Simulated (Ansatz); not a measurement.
CoAs2 in space group Pnnm (No. 58; Co on 2a, As on 4g), plane-wave PAW PBE (Ansatz code), all energies at zero smearing, with the estimated change up to a 700 eV cutoff added, with one set of potentials and settings (totals compare only within such a set). Cell of 6 atoms (2 Co, 4 As): -29678.665 eV.

| element | reference phase | E (eV/atom) |
|---|---|---|
| Co | P6_3/mmc, 2 atoms in the cell, spin-polarised | -5126.1559 |
| As | R-3m, 2 atoms in the cell | -4856.1377 |

Formation energy per atom, worked out: (-29678.665 − 2×(-5126.1559) − 4×(-4856.1377))/6 = -0.300 eV/atom (-29 kJ per mol of atoms), at 0 K, without zero-point energy or fitted corrections.

The workflow started from a Materials Project entry (that database holds measured and hypothetical structures alike); the Crystallography Open Database copy checked does not list it. COD files the formula under space group No. 14, so this cell is another polymorph or a model. Whether it is the stable phase at ambient conditions was not checked. Symmetry was held in the PBE relaxation; of distortions, only those at the zone centre were tested. No spin polarisation was allowed. The references are the lowest solids computed at this level, not always the standard phases.

Potentials: the later of the program's two PAW sets.
